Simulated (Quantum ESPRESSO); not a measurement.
Band energies of InN

```
InN
1.0
    3.55062     0.00000     0.00000
   -1.77531     3.07493     0.00000
    0.00000     0.00000     5.73256
N In
2 2
Direct
  0.66667   0.33333   0.87952
  0.33333   0.66667   0.37952
  0.66667   0.33333   0.50048
  0.33333   0.66667   0.00048
```

PBEsol (pw.x of Quantum ESPRESSO, ONCV potentials, without SOC); path ΓMKΓALHA,LM,KH; energies in eV from the Fermi level.

| k (1/Å) | point | band 14 | band 15 | band 16 | band 17 | band 18 | band 19 | band 20 | band 21 |
|---|---|---|---|---|---|---|---|---|---|
| 0.00 | Γ | -1.10 | -1.10 | -0.52 | -0.24 | -0.22 | -0.22 | 2.47 | 6.58 |
| 0.57 |  | -3.85 | -3.12 | -2.00 | -0.92 | -0.73 | 2.32 | 4.43 | 5.57 |
| 1.02 | M | -4.73 | -3.62 | -2.54 | -1.92 | -1.09 | 3.54 | 4.13 | 4.96 |
| 1.14 |  | -4.72 | -3.60 | -2.68 | -1.95 | -1.22 | 3.70 | 4.35 | 4.94 |
| 1.61 | K | -4.83 | -4.49 | -2.58 | -2.58 | -2.35 | 4.60 | 5.45 | 5.45 |
| 1.83 |  | -4.74 | -3.89 | -3.22 | -2.07 | -1.97 | 4.61 | 4.77 | 5.86 |
| 2.36 |  | -2.82 | -2.72 | -1.69 | -0.65 | -0.61 | 1.78 | 4.14 | 6.25 |
| 2.79 | Γ | -1.10 | -1.10 | -0.52 | -0.24 | -0.22 | -0.22 | 2.47 | 6.58 |
| 3.01 |  | -1.61 | -1.01 | -1.01 | -0.30 | -0.30 | 0.77 | 2.46 | 6.49 |
| 3.34 | A | -3.61 | -0.66 | -0.66 | -0.66 | -0.66 | 2.08 | 2.08 | 6.73 |
| 3.54 |  | -3.65 | -1.07 | -1.07 | -0.79 | -0.79 | 2.46 | 2.46 | 6.61 |
| 4.16 |  | -5.34 | -1.82 | -1.82 | -1.75 | -1.75 | 3.19 | 3.19 | 6.16 |
| 4.36 | L | -5.67 | -1.85 | -1.85 | -1.77 | -1.77 | 3.11 | 3.11 | 6.23 |
| 4.66 |  | -5.53 | -2.80 | -2.80 | -1.54 | -1.54 | 3.92 | 3.92 | 6.32 |
| 4.95 | H | -5.37 | -3.54 | -3.54 | -1.46 | -1.46 | 4.89 | 4.89 | 5.80 |
| 5.25 |  | -5.22 | -2.92 | -2.92 | -1.57 | -1.57 | 4.24 | 4.24 | 6.14 |
| 5.74 |  | -3.87 | -1.60 | -1.60 | -1.16 | -1.16 | 3.07 | 3.07 | 6.32 |
| 6.13 | A | -3.61 | -0.66 | -0.66 | -0.66 | -0.66 | 2.08 | 2.08 | 6.73 |
| 6.13 | L | -5.67 | -1.85 | -1.85 | -1.77 | -1.77 | 3.11 | 3.11 | 6.23 |
| 6.22 |  | -5.52 | -2.11 | -2.03 | -1.66 | -1.55 | 2.89 | 3.41 | 6.16 |
| 6.68 | M | -4.73 | -3.62 | -2.54 | -1.92 | -1.09 | 3.54 | 4.13 | 4.96 |
| 6.68 | K | -4.83 | -4.49 | -2.58 | -2.58 | -2.35 | 4.60 | 5.45 | 5.45 |
| 7.23 | H | -5.37 | -3.54 | -3.54 | -1.46 | -1.46 | 4.89 | 4.89 | 5.80 |

At this level the gap is closed or nearly so: along the path the highest valence and lowest conduction bands touch, or overlap by less than 0.6 eV, a zero-gap or semimetallic result; the valence top lies at Γ, the conduction bottom at Γ. Semilocal functionals close the gaps of some narrow-gap semiconductors, so this alone doesn't show that the compound has none.

Spin-orbit splittings are left out.

Geometry of the Materials Project entry, not relaxed at this level.
